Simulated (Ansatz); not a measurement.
# What DFT gives for CdTe₆Pd

```
Te Cd Pd
1.0
     6.74618    0.00000    0.00000
    -3.37309    5.84237    0.00000
    -3.37309    1.94745    6.36992
Te Cd Pd
6 1 1
Direct
  0.25000 0.08300 0.75100
  0.91700 0.41600 0.75100
  0.58400 0.75000 0.75100
  0.75000 0.91700 0.24900
  0.08300 0.58400 0.24900
  0.41600 0.25000 0.24900
  0.50000 0.50000 0.50000
  0.00000 0.00000 0.00000
```

Level: PBE, no spin polarisation; 420 eV; 6×6×6 Γ-centred mesh; fermi-dirac occupations (width 0.0311 eV); Ansatz 0.2.0, fixed geometry.

Formation energy: 0.24 eV an atom against the elements' usual phases (free molecules for gases, crystals otherwise, with no correction for O₂ or N₂), so at this geometry it isn't bound against them. Relaxing would lower it.
Forces: The largest is on Te2 (and as large on other atoms): 1.39 eV/Å, components (1.17, 0.25, 0.72). It makes 59° with the line to a nearest neighbour, Pd8 at 2.75 Å.
Stress: The pressure is -0.2 GPa (compression positive), so with the atoms held at these fractions the cell is close to zero pressure; the forces are large, so a full relaxation may end otherwise. The principal stresses -1.6, 0.5, 0.5 GPa differ, so its shape would change too.
Charges: Bader charges in e: Cd +0.32, Te -0.02, Pd -0.18. In the mean Cd gives up most and Pd takes most.
At the Fermi level: It is a metal, with about 7.9 states/eV a cell as the mean within 0.25 eV of the Fermi level, mostly Te p (93 %).

Origin: a known structure type with other elements, at an estimated volume, so it need not be a known compound.
